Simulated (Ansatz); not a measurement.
**Property card for AlBRu3**

AlBRu3 (cubic perovskite, Pm-3m), a = b = c = 4.0262 Å, α = β = γ = 90.00°.

Space group Pm-3m (No. 221), cubic perovskite; conventional cell a = 4.026 Å, b = 4.026 Å, c = 4.026 Å, α = 90.00°, β = 90.00°, γ = 90.00°.

Method: the program Ansatz at the r²SCAN level (PAW). The cell and atoms are relaxed at this level. Other levels are named where they apply.

Cell and energy:

```json
{
 "volume_per_atom": "13.05 Å³",
 "density": "8.68 g/cm³",
 "Formation energy from the elements (no fitted shifts)": "-11 kJ/mol of atoms"
}
```

Electronic structure:

```json
{
  "electronic_character": "metallic (no gap)",
  "Density of states at the Fermi level": "1.3 states/eV per atom (mean over ±0.08 eV)",
  "Gap with spin–orbit coupling": "none (metallic)"
}
```

Mechanics:

```json
{
  "Bulk modulus (Birch–Murnaghan fit)": "242 GPa",
  "Pressure derivative B′": "4.5",
  "Elastic constants (relaxed ions, GPa)": "C11 = 486, C12 = 121, C44 = 77.6",
  "mechanical_stability": "stable (all eigenvalues of C positive)",
  "hill_bulk_and_shear_moduli": "243 and 110 GPa",
  "Young's modulus": "287 GPa",
  "Poisson's ratio": "0.30",
  "debye_temperature_from_the_elastic_constants": "503 K"
}
```

Charges:

```json
{
  "bader_charges": "Al +1.64, Ru -0.49, B -0.18 e"
}
```

The start of the workflow was typed in or built on a structure type; neither database checked (COD, Materials Project) lists it. Its standing as an ambient phase is unchecked. Symmetry was held in the r²SCAN relaxation; whether a distortion lowers the energy is not shown. The run is not spin-polarised. The volume moved by -15 % from the start of the relaxation. As this level gives no gap, shear constants depend on the k-mesh and smearing (Fermi–Dirac, 0.1 eV here). The references are the lowest solids computed at this level, not always the standard phases. Spin–orbit coupling is left out wherever it is not named.

Potentials: the later of the program's two PAW sets.
